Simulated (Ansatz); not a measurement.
TiRh:
```xyz
2
Lattice="3.0715 0.0000 0.0000 0.0000 3.0715 0.0000 0.0000 0.0000 3.0715" Properties=species:S:1:pos:R:3 pbc="T T T"
Ti     1.5358     1.5358     1.5358
Rh     0.0000     0.0000     0.0000
```

Relaxed with PBEsol. Special points in fractions of this cell's reciprocal vectors: Γ (0.000, 0.000, 0.000); X (0.000, 0.500, 0.000); M (0.500, 0.500, 0.000); R (0.500, 0.500, 0.500).

List the band energies nearest the Fermi level at these points for the program Ansatz at the PBEsol level (PAW).

In eV from the Fermi level; about four levels below and three above (degenerate sets whole), none deeper than 8.9 eV; points with the same levels are listed once.

```
k                          below                     above
-  -----------------------------  ------------------------
Γ  -5.48 -5.48 -2.48 -2.48 -2.48  0.79 0.79 2.56 2.56 2.56
X        -2.77 -2.77 -1.79 -1.25            0.25 0.25 0.55
M        -3.84 -3.84 -0.88 -0.07            0.68 0.68 1.21
R  -1.94 -1.94 -1.94 -0.81 -0.81            2.51 2.51 8.36
```

Space group Pm-3m (CsCl type). The first step of the workflow began from a Materials Project structure, measured or hypothetical; the Crystallography Open Database copy checked does not list it. COD files the formula under space group No. 123. Its standing as an ambient phase is unchecked. The PBEsol relaxation kept the symmetry of its start. At this level the phase is mechanically unstable. The run is not spin-polarised. Scalar-relativistic: spin–orbit coupling is off unless named, which matters more the heavier the elements.

Potentials: the later of the program's two PAW sets.
